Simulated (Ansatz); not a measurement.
Computed frozen-phonon scan: PbO2 (space group Pbcn)

Relaxed PbO2 (space group Pbcn):

```yaml
crystal:
  lattice:
    - [5.04284, 0.00000, 0.00000]
    - [0.00000, 5.82901, 0.00000]
    - [0.00000, 0.00000, 5.41070]
  atoms:
    - { symbol: Pb, position: [0.50000, 0.18653, 0.75000] }
    - { symbol: Pb, position: [0.50000, 0.81347, 0.25000] }
    - { symbol: Pb, position: [0.00000, 0.31347, 0.25000] }
    - { symbol: Pb, position: [0.00000, 0.68653, 0.75000] }
    - { symbol: O, position: [0.26443, 0.08750, 0.43302] }
    - { symbol: O, position: [0.73557, 0.91250, 0.56698] }
    - { symbol: O, position: [0.23557, 0.41250, 0.93302] }
    - { symbol: O, position: [0.76443, 0.58750, 0.06698] }
    - { symbol: O, position: [0.76443, 0.41250, 0.56698] }
    - { symbol: O, position: [0.23557, 0.58750, 0.43302] }
    - { symbol: O, position: [0.73557, 0.08750, 0.06698] }
    - { symbol: O, position: [0.26443, 0.91250, 0.93302] }
```

A phonon eigenvector at Γ is frozen into this cell: atom i moves by Q times the vector below, so Q is the largest atomic displacement, in Å. The cell is held.

```
atom       x       y       z
----  ------  ------  ------
Pb1    0.000  -0.012   0.000
Pb2    0.000  -0.012   0.000
Pb3    0.000   0.012   0.000
Pb4    0.000   0.012   0.000
O5    -0.465   0.885   0.016
O6    -0.465   0.885   0.016
O7     0.465  -0.885   0.016
O8     0.465  -0.885   0.016
O9    -0.465  -0.885  -0.016
O10   -0.465  -0.885  -0.016
O11    0.465   0.885  -0.016
O12    0.465   0.885  -0.016
```

The numbers are results of LDA (plane waves to 420 eV, PAW, scalar-relativistic; Ansatz, an electronic-structure program), not measurements. k mesh 8×7×7 (Γ-centred), Fermi-Dirac smearing 0.05 eV. Energies are smeared free energies. Compression counts positive. With partly filled bands, energies and forces of such displacements shift with the k mesh and the smearing. At this level the bands of PbO2 touch or barely overlap. PbO2 was relaxed with its symmetry unable to fall. Spin-orbit coupling is left out, though Pb is heavy. This is one of several known forms of PbO2; the measured ambient cells at hand have space group No. 136. ΔE is measured from the undisplaced structure.

```tsv
Q (Å)	ΔE (meV/cell)	P (GPa)	−dE/dQ from forces (eV/Å)
-0.180	2186	6.6	24.787
-0.150	1509	4.6	20.414
-0.120	960	2.9	16.162
-0.090	538	1.6	12.019
-0.060	238	0.7	7.962
-0.030	59	0.2	3.966
0.000	0	0.0	0.000
0.030	59	0.2	-3.966
0.060	238	0.7	-7.962
0.090	538	1.6	-12.019
0.120	960	2.9	-16.162
0.150	1509	4.6	-20.414
0.180	2186	6.6	-24.787
```

Summary:

| Property | Value |
|---|---|
| Energy at Q = 0.180 Å | 2186 meV/cell |
| Space group of the distorted cell | P2_12_12 (No. 18), lowered from Pbcn |
| Symmetry of the curve | even: the same for both signs |
| Shape of the curve | a single well with its minimum at or next to zero displacement |
| Harmonic wavenumber from the curvature (finite differences) | 529 cm⁻¹ |
| Wavenumber by perturbation theory (DFPT, on another k mesh) | 529 cm⁻¹ |

(A displaced cell: forces are minus the slopes of the energy, force constants its curvatures, and phonons follow from these.)
